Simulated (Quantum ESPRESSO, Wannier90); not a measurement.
## Wannierisation of WBr6 (R-3)

```
begin unit_cell_cart
ang
   -3.2802350691    5.6815338005    0.0000000000
   -6.5604701382    0.0000000000    0.0000000000
   -3.2802350691    1.8938446002    5.9655100000
end unit_cell_cart
begin atoms_frac
W    0.0000000000  0.0000000000  0.0000000000
Br  -0.0844000000 -0.3832600000  0.2380300000
Br   0.0844000000  0.3832600000 -0.2380300000
Br  -0.3832600000  0.2296300000  0.2380300000
Br   0.3832600000 -0.2296300000 -0.2380300000
Br   0.2296300000 -0.0844000000  0.2380300000
Br  -0.2296300000  0.0844000000 -0.2380300000
end atoms_frac
```

Materials Project entry mp-28483; symmetrised, unrelaxed at this level. Not found in the COD (Crystallography Open Database) copy used; not checked further. Method: PBEsol plane waves in Quantum ESPRESSO 7.5 (PseudoDojo norm-conserving files, 60 Ry, no spin polarisation, no spin-orbit coupling), Bloch states on a 4×4×4 mesh through Γ, Wannier90 4.0.1. Density: 6×6×6 mesh, cold smearing 0.01 Ry. Spin-orbit coupling is left out although heavy elements are present.

A tight-binding model is made by disentanglement and projection with no localisation steps (num_iter = 0), so the 23 orbitals stay atom-like: hydrogen-like W: d; Br: p, axes along x, y, z; frozen window up to 2.42 eV relative to the valence-band maximum. It follows pw.x to 0.4 meV rms for states up to 1.9 eV relative to the valence-band maximum. Matrix elements depend on this choice of orbitals and windows.

Q: Which pairs of orbitals on different sites are coupled most strongly? Give distance, modulus and how many such pairs a cell has.

A: 
```tsv
orbital	orbital	distance of the centres (Å)	modulus (eV)	pairs
Br px	W dxz	2.44	1.74	2
Br py	W dyz	2.44	1.18	2
Br pz	W dx2-y2	2.44	1.18	2
Br py	W dyz	2.44	1.13	2
Br pz	W dxy	2.44	1.04	2
Br py	W dxz	2.44	1.04	2
Br px	W dyz	2.44	1.04	4
Br pz	W dxy	2.44	1.00	2
Br py	W dxz	2.44	1.00	2
Br py	W dxy	2.44	0.87	2
Br px	W dx2-y2	2.44	0.85	4
Br py	W dxy	2.44	0.82	4
Br px	W dx2-y2	2.44	0.80	2
Br pz	W dxz	2.44	0.80	2
Br py	Br py	3.50	0.78	2
Br pz	W dz2	2.44	0.71	6
Br pz	W dyz	2.44	0.70	4
Br pz	W dx2-y2	2.44	0.62	2
Br py	W dyz	2.44	0.61	2
Br px	Br px	3.49	0.56	2
Br pz	W dx2-y2	2.44	0.56	2
Br px	Br px	3.48	0.54	2
Br px	Br py	3.47	0.52	4
Br px	W dz2	2.44	0.50	2
Br pz	Br pz	3.48	0.49	6
Br py	Br pz	3.47	0.44	4
Br py	W dz2	2.44	0.44	4
Br px	Br pz	3.48	0.42	4
Br pz	W dxz	2.44	0.41	2
Br pz	W dxz	2.44	0.39	2
```
